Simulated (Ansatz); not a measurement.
## How far is PAW off for TiCd?

```
Ti Cd
1.0
     2.90400    0.00000    0.00000
     0.00000    2.90400    0.00000
     0.00000    0.00000    8.95400
Ti Cd
2 2
Direct
  0.00000 0.50000 0.60800
  0.50000 0.00000 0.39200
  0.00000 0.50000 0.13000
  0.50000 0.00000 0.87000
```

Atom numbers follow the list: Ti1, Ti2, Cd3, Cd4.

The geometry is COD entry 1525204, unchecked; take it as a test cell.

Levels of theory: DFT, PBEsol, PAW with Ansatz's default frozen-core files, scalar-relativistic (Ansatz 0.2.0); DFT, PBEsol, all-electron PAW with datasets made for the crystal, scalar-relativistic (Ansatz 0.2.0); DFT, PBEsol, all-electron LAPW, scalar-relativistic (Ansatz 0.2.0).

For PAW: a Γ-centred 11×11×4 k mesh, Fermi–Dirac smearing of 0.08 eV, cutoff 420 eV, no spin polarisation; the PAW files were made with PBE, and the program remakes their frozen cores for this functional. The crystal-made all-electron datasets (AE datasets) take a cutoff of 260 eV at this cell. LAPW targets a basis error of 1 meV/atom. The Ansatz runs share mesh, smearing and spin set-up. Plane-wave (PAW) pressures include the program's estimate of the Pulay term.

Stress and pressure are positive in compression.

Levels count from the Fermi level.

```csv
quantity,PAW,AE datasets,LAPW
pressure (GPa),-3.24,-3.26,-3.26
stress xx (GPa),-3.39,-3.40,-3.40
stress zz (GPa),-2.96,-2.97,-2.97
"force on Ti1, z (eV/Å)",0.129,0.130,0.130
"force on Cd3, z (eV/Å)",0.239,0.239,0.239
highest filled level at X (eV),-1.015,-1.015,-1.015
lowest empty level at X (eV),0.288,0.288,0.288
highest filled level at M (eV),-1.369,-1.370,-1.370
lowest empty level at M (eV),0.783,0.783,0.783
highest filled level at Z (eV),-0.878,-0.879,-0.879
lowest empty level at Z (eV),0.055,0.056,0.055
```

PAW's pressure differs from the LAPW value by about 0.01 GPa or less.
